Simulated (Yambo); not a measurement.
**Convergence of the G0W0 gap of ScOF**

G0W0@PBEsol for ScOF (space group P2_1/c, No. 14) in Yambo. Reference settings: 2×2×2 Γ-centred k mesh, bands 5 to 278 and a 8 Ry block in the screening, 278 bands in G with the Bruneval-Gonze terminator, plasmon pole fitted at 27.2 eV. The PBEsol gap (0, -0.5, 0) → (-0.5, 0, 0) on this mesh is 4.51 eV; G0W0 gaps are taken between the same points.

```
change from the reference       G0W0 gap (0, -0.5, 0) → (-0.5, 0, 0) (eV)  shift of the valence edge (eV)        rough Yambo cost
------------------------------  -----------------------------------------  ------------------------------  ----------------------
reference settings                                                   7.16                           -0.71                       1
117 bands in W, 117 bands in G                                       7.25                           -0.55               about 1/2
186 bands in W, 186 bands in G                                       7.19                           -0.66  within a factor of two
117 bands in G                                                       7.15                           -0.69                       –
186 bands in G                                                       7.16                           -0.71                       –
140 bands in W                                                       7.22                           -0.61  within a factor of two
3 Ry block                                                           7.30                           -0.65  within a factor of two
2 Ry block                                                           7.91                           -0.93  within a factor of two
7 Ry block                                                           7.13                           -0.68  within a factor of two
pole fitted at 55 eV                                                 7.21                           -0.79                       –
no random integration                                                7.07                           -0.47                       –
186 bands in G, no terminator                                        7.24                           -0.34                       –
117 bands in G, no terminator                                        7.22                           -0.02                       –
no terminator                                                        7.22                           -0.50                       –
```

The reference isn't shown to be the converged limit. Costs are rough (shared machines), scaled to the same edge states, and given only for runs that recompute the screening.

Geometry of the Materials Project entry, not relaxed at this level; primitive cell a = 5.184 Å, b = 5.156 Å, c = 5.250 Å, α = 90.00°, β = 99.86°, γ = 90.00°.

The structure is a Materials Project entry; no match was found in the copy of COD used, and its stability was not checked.

A shift is the quasiparticle energy of the state minus its PBEsol energy.
